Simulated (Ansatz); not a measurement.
**Structure relaxation, TaN**

The start is a generated trial cell of TaN in the WC structure type. Cell shape, volume and atoms are optimised at zero target pressure with PBEsol (plane waves to 420 eV, PAW, scalar-relativistic; Ansatz, a program for electronic structure). The first steps use a coarse 9×9×8 k-mesh.

Input geometry:
```
TaN
1.0
    2.85849     0.00000     0.00000
   -1.42924     2.47552     0.00000
    0.00000     0.00000     2.78974
Ta N
1 1
Direct
  0.00000   0.00000   0.00000
  0.66667   0.33333   0.50000
```

Initial pressure: +32 GPa (positive: the cell is compressed)
Outcome: The space group stays P-6m2 (No. 187) (the run could not lower it); the end is AFLOW prototype AB_hP2_187_d_a (B_h, as in WC), with 2 atoms in the primitive cell
Energy released: 0.07 eV/atom
Volume change: +7.7 %, from 9.87 to 10.63 Å³/atom
Shortest distances (start → end): The closest pairs of elements (up to four, under 3.6 Å), start → end: N–Ta 2.16 → 2.22 Å; Ta–Ta 2.79 → 2.87 Å; N–N 2.79 → 2.87 Å
Band gap at the end: zero (metallic)
Optimiser moves: 7

Relaxed structure:

```cif
data_NTa
_chemical_formula_sum 'Ta1 N1'
_space_group_name_H-M_alt 'P-6m2'
_space_group_IT_number 187
_space_group_name_Hall 'P -6 2'
_cell_length_a 2.92396
_cell_length_b 2.92396
_cell_length_c 2.87080
_cell_angle_alpha 90.000
_cell_angle_beta 90.000
_cell_angle_gamma 120.000
loop_
_atom_site_label
_atom_site_type_symbol
_atom_site_symmetry_multiplicity
_atom_site_Wyckoff_symbol
_atom_site_fract_x
_atom_site_fract_y
_atom_site_fract_z
_atom_site_occupancy
Ta1 Ta 1 a 0.00000 0.00000 0.00000 1
N1 N 1 f 0.66667 0.33333 0.50000 1
```

Final values are on a 13×13×11 k-mesh of the relaxed cell. No spin polarisation in the result.

The run could not lose the symmetry of its start.

All atoms sit on sites fixed by symmetry, so only the cell could relax.

The first start was generated by placing the elements on the sites of a structure type. A measured structure of TaN has the same space group, P-6m2 (No. 187); the sites were not compared with it. Another known form has space group No. 225.
